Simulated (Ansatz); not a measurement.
# A plane-wave run on LuTi2Ga4

The input, for Ansatz 0.2.0 (plane waves, PAW):

```yaml
crystal:
  lattice:
    - [0.0, 0.0, 5.39967]
    - [3.309889, -3.309889, 2.699835]
    - [3.309889, 3.309889, -2.699835]
  atoms:
    - { symbol: Ga, position: [0.3, 0.0, 0.6] }
    - { symbol: Ga, position: [0.3, 0.4, 0.0] }
    - { symbol: Ga, position: [0.7, 0.0, 0.4] }
    - { symbol: Ga, position: [0.7, 0.6, 0.0] }
    - { symbol: Ti, position: [0.75, 0.5, 0.5] }
    - { symbol: Ti, position: [0.25, 0.5, 0.5] }
    - { symbol: Lu, position: [0.0, 0.0, 0.0] }
  symmetry: { tolerance: 0.0003 }
kpoints:
  mp_grid: { grid: [8, 8, 8], shift: [0, 0, 0] }
  band_path:
    path:
      - [0.0, 0.0, 0.0]
      - [0.0, 0.0, 0.5]
      - [0.0, 0.5, 0.5]
      - [0.0, 0.0, 0.0]
      - [0.83267303, 0.41633651, -0.41633651]
      - [0.16732697, 0.58366349, 0.41633651]
      - [0.0, 0.5, 0.5]
      - [0.0, 0.0, 0.5]
      - [0.5, 0.25, 0.25]
      - [0.5, 0.5, 0.0]
      - [0.0, 0.0, 0.0]
    npoints: 6
magnetization:
  spin_polarized: false
scf:
  occupations: { method: fermi_dirac }
  lower_state_search: "off"
  max_iter: 200
hamiltonian:
  pseudopotentials: { kind: paw }
  xc: r2scan
basis:
  ecutwfc: 500
  fft_grid_basis: typed
output:
  forces: true
  stress: true
  eigenvalues: true
  bader: true
  populations: true
  elf: true
  write_potential: true
  volumetric_format: npy
  dos:
    e_range: [-12, 8]
    de: 0.05
    projected: { site_lists: { Ga: [Ga], Lu: [Lu], Ti: [Ti] } }
checkpoint:
  read: saved_state
```

The saved state is an earlier solution for the same cell, perhaps on another mesh. 

Excerpt of what it printed:

```
SCF iter   1: F=-34917.6474 eV  Δρ=1.74e-3  dr2=2.62e-3  dr2_τ=2.63e-3
SCF iter   2: F=-34917.6487 eV  Δρ=9.73e-4  dr2=6.46e-4  dr2_τ=8.09e-5
SCF iter   3: F=-34917.6488 eV  Δρ=5.69e-4  dr2=2.97e-4  dr2_τ=1.61e-5
SCF iter   4: F=-34917.6487 eV  Δρ=2.58e-4  dr2=6.00e-5  dr2_τ=5.60e-6
SCF iter   5: F=-34917.6489 eV  Δρ=1.15e-4  dr2=1.34e-5  dr2_τ=1.61e-6
SCF iter   6: F=-34917.6489 eV  Δρ=3.74e-5  dr2=1.82e-6  dr2_τ=8.05e-8
SCF iter   7: F=-34917.6489 eV  Δρ=1.80e-5  dr2=3.92e-7  dr2_τ=1.49e-8
SCF iter   8: F=-34917.6489 eV  Δρ=8.58e-6  dr2=1.10e-7  dr2_τ=3.42e-9
SCF iter   9: F=-34917.6489 eV  Δρ=2.01e-6  dr2=5.85e-9  dr2_τ=3.48e-10
Free energy (F): -34917.6489 eV
Harris-Foulkes:  -34917.6489 eV  (|F-HF|=1.29e-9)
Internal energy: -34917.4946 eV  (E = F + TS)
E sigma→0 (E₀):  -34917.5717 eV
Entropy (-TS):   -0.1543 eV (-22.037 meV/atom)
Fermi energy:    13.6503 eV
--- Per-component energies (eV) ---
  E_band       = -299.6263
  E_kinetic    = 1434.6960
  E_local      = -14686.4207  (includes V_loc(G=0)·N_el)
  E_nonlocal   = 2281.7754
  E_hartree    = 6553.3401
  E_xc         = -657.0416
  E_vxc        = -807.1692  (∫ρ·V_xc dr)
  E_paw        = -17500.9500  (= ΣΔE_a)
  E_vpaw       = -1677.1026  (= ΣTr[D̂ρ^β])
  E_aug_tail   = 0.0000  (compensation charges beyond the density's cutoff)
  E_vtau       = 47.9185  (kinetic-family band-sum trace: ∫τ·v_τ [+ j·A + Jᵃ·Aᵃ] dr)
  E_ewald      = -12340.4521
  E_core_change = -2.4417  (= ΣΔE_core)
  E_smearing   = -0.1543  (= −TS)
--- Forces (eV/Å), atoms counted from 1 ---
  atom   1  Ga     0.2097     0.2097     0.0000
  atom   2  Ga    -0.2097     0.2097     0.0000
  atom   3  Ga    -0.2097    -0.2097     0.0000
  atom   4  Ga     0.2097    -0.2097     0.0000
  atom   5  Ti     0.0000     0.0000     0.0000
  atom   6  Ti     0.0000     0.0000     0.0000
  atom   7  Lu     0.0000     0.0000     0.0000
--- Stress (GPa, compression-positive) ---
        1.7891       0.0000       0.0000
        0.0000       1.7891       0.0000
        0.0000       0.0000       1.9123
  P = ⅓ Tr σ = 1.8301 GPa (18.301 kbar)
```

Origin: a known structure type with other elements, at an estimated volume, so it need not be a known compound.
